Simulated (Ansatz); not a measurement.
Method: Ansatz 0.2.0, DFT PBE, scalar-relativistic, plane waves, PAW. All cells share a 420 eV cutoff and Γ-centred k meshes spaced at most about 0.3 Å⁻¹ (about 0.25 or finer for metals, 2π included). No spin polarisation in the final relaxations.

Temperature and zero-point effects are left out. All come from trial cells, and lower structures may exist.

Problem. Order these relaxed structures of Hf3SnS8 by energy, lowest first, with the energy over the lowest of them.
A.

Space group P-3m1 (No. 164). a = 3.664 Å, b = 3.664 Å, c = 27.472 Å, α = 90.00°, β = 90.00°, γ = 120.00°
```json
{"atom": "Hf", "site": "2c", "symmetry": "3m.", "x": "0.0000", "y": "0.0000", "z": "0.2517"}
{"atom": "Hf", "site": "1b", "symmetry": "-3m.", "x": "0.0000", "y": "0.0000", "z": "0.5000"}
{"atom": "Sn", "site": "1a", "symmetry": "-3m.", "x": "0.0000", "y": "0.0000", "z": "0.0000"}
{"atom": "S", "site": "2d", "symmetry": "3m.", "x": "0.3333", "y": "0.6667", "z": "0.0543"}
{"atom": "S", "site": "2d", "symmetry": "3m.", "x": "0.3333", "y": "0.6667", "z": "0.3041"}
{"atom": "S", "site": "2d", "symmetry": "3m.", "x": "0.3333", "y": "0.6667", "z": "0.5524"}
{"atom": "S", "site": "2d", "symmetry": "3m.", "x": "0.3333", "y": "0.6667", "z": "0.8008"}
```

B.

Space group P-3m1 (No. 164). a = 7.349 Å, b = 7.349 Å, c = 6.895 Å, α = 90.00°, β = 90.00°, γ = 120.00°
| atom | site | symmetry | x | y | z |
| --- | --- | --- | --- | --- | --- |
| Hf | 3e | .2/m. | 0.0000 | 0.5000 | 0.0000 |
| Sn | 1a | -3m. | 0.0000 | 0.0000 | 0.0000 |
| S | 6i | .m. | 0.1686 | 0.3372 | 0.2120 |
| S | 2d | 3m. | 0.6667 | 0.3333 | 0.2082 |

Solution. A (0 meV/atom), B (44 meV/atom). Forms: A Hf and Sn ordered on cadmium iodide sites, P-3m1; B Hf and Sn ordered on cadmium iodide sites, P-3m1. Counting S atoms around Hf and Sn (those within 1.25 times the shortest such distance or 1.15 times the sum of covalent radii): A has Hf 6, Sn 6; B has Hf 6, Sn 6.

Weakly bound directions are ill-defined at this level, which has no dispersion term (P-3m1 at 26.6 Å³/atom, P-3m1 at 26.9 Å³/atom), and this can change margins and order among such cells. These runs have no spin–orbit coupling, which can matter for Hf. Cells relaxed within their symmetry can be saddle points. Some types were kept out of the candidates beforehand, so the set may lack a known form.
